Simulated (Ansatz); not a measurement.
CsSnI$_{3}$ (cubic perovskite)

```
CELL_PARAMETERS angstrom
      6.27133     0.00000     0.00000
      0.00000     6.27133     0.00000
      0.00000     0.00000     6.27133
ATOMIC_POSITIONS crystal
  Cs 0.00000 0.00000 0.00000
  Sn 0.50000 0.50000 0.50000
  I  0.00000 0.50000 0.50000
  I  0.50000 0.50000 0.00000
  I  0.50000 0.00000 0.50000
```

The volume is varied about the relaxed value V₀ at fixed cell shape. Symmetry pins the atoms to their sites.

These are PBE (plane waves to 420 eV, PAW, scalar-relativistic; Ansatz, an electronic-structure program) values and carry that method's errors. k mesh 6×6×6 (Γ-centred), Fermi-Dirac smearing 0.05 eV. Energies are smeared free energies. Stress and pressure are positive under compression. On this mesh the relaxed cell isn't quite at rest: it carries a pressure of 0.1 GPa (compression positive) at the zero of the scan. CsSnI3 was relaxed with its symmetry unable to fall. Spin-orbit coupling is left out, though I is heavy. This is a high-temperature form of CsSnI3. ΔE is measured from the relaxed starting cell.

```
V (Å³/atom)  ΔE (meV/atom)
-----------  -------------
46.370                11.9
46.962                 7.8
47.554                 4.6
48.146            withheld
48.738                 0.8
49.330                 0.0
49.922                -0.1
50.514                 0.6
51.106                 1.8
51.698                 3.6
52.290                 5.9
```

**Question.** Fit a third-order Birch-Murnaghan form (E₀, V₀, B₀, B₀′ free) to the given rows and predict ΔE at V = 48.146.

**Answer.** Least squares on the 10 given rows: ΔE = E₀ + (9V₀B₀/16)·y²·[2 + (B₀′ − 4)y], y = (V₀/V)^(2/3) − 1, with V₀ = 49.670 Å³/atom, B₀ = 15.39 GPa (160.2 GPa = 1 eV/Å³; the term in eV is multiplied by 1000), B₀′ = 4.74, E₀ = -0.10 meV/atom; root-mean-square residual 0.03 meV/atom. At 48.146 the fit gives 2.3 meV/atom; the calculation gives 2.3 meV/atom, the same to the digits shown. For the pressure the fit gives 0.52 GPa against the computed 0.52 GPa.

(Under strain, the slope of the energy per volume gives the stress and its curvature an elastic modulus.)
